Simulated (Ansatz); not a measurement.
MgZn2S3: phonons across the zone

Level of theory: DFT PBE, scalar-relativistic, plane waves, PAW in Ansatz 0.2.0. Cutoff 420 eV, 12×12×4 k-points (Γ-centred), fixed occupations. No spin polarisation. Phonons by linear response, acoustic sum rule imposed.

Relaxed structure:
```
CELL_PARAMETERS angstrom
3.90589 0.00000 0.00000
-1.95295 3.38260 0.00000
0.00000 0.00000 9.59295
ATOMIC_POSITIONS crystal
Mg 0.00000 0.00000 0.00001
Zn 0.66667 0.33333 0.33738
Zn 0.33333 0.66667 0.66200
S 0.66667 0.33333 0.09171
S 0.33333 0.66667 0.41650
S 0.00000 0.00000 0.74240
```

It was reached by relaxing an invented guess, and it needn't be the stable form of this composition. The q mesh is coarse, so values between its points are rough.

Force constants from linear response on a 2×2×1 q mesh.

(1) Is the structure dynamically stable on this mesh?

(2) Give the frequencies (cm⁻¹; i marks imaginary ones) at the irreducible q points, in fractions of the reciprocal vectors, the Γ row without the LO field.

## Answers

(1) Yes, on this mesh: no mode is imaginary.

(2)
```tsv
q	star	frequencies
0.000 0.000 0.000	1	0 0 0 62 62 72 72 158 205 244 244 257 257 284 312 353 353 365
0.000 -0.500 0.000	3	78 85 94 96 105 118 175 202 251 257 273 276 291 299 303 348 355 355
```
